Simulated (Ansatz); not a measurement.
TePb (rock salt, Fm-3m), PBE in the plane-wave PAW code Ansatz. The conduction-band minimum lies at L, with 4 equivalent valleys. Second derivatives d²E/dk² of the lowest band at one valley (eV·Å²), along Cartesian directions:

```csv
direction,d²E/dk²
[100],55.99
[010],55.99
[001],55.99
[110],40.56
[101],72.30
[011],72.30
```

Find the principal effective masses, the density-of-states mass and the conductivity mass.

Off-diagonal terms follow from H_xy = H[110] − (H_xx + H_yy)/2, and m*/mₑ = 7.620 eV·Å² over each eigenvalue: 0.10, 0.11, 0.32. One valley's DOS mass (m₁m₂m₃)^(1/3) = 0.15, conductivity mass 3/(Σ 1/mᵢ) = 0.14 mₑ.

What effective density of states Nc follows at 300 K for parabolic valleys?

Nc = 2.509e19 × 4 × (0.15)^(3/2) ≈ 5.8e18 cm⁻³.

Symmetry was held in the PBE relaxation. Spin–orbit coupling is left out wherever it is not named.

Potentials: the later of the program's two PAW sets.

Edges and masses are those of Kohn–Sham bands, whose gap is no quasiparticle gap.
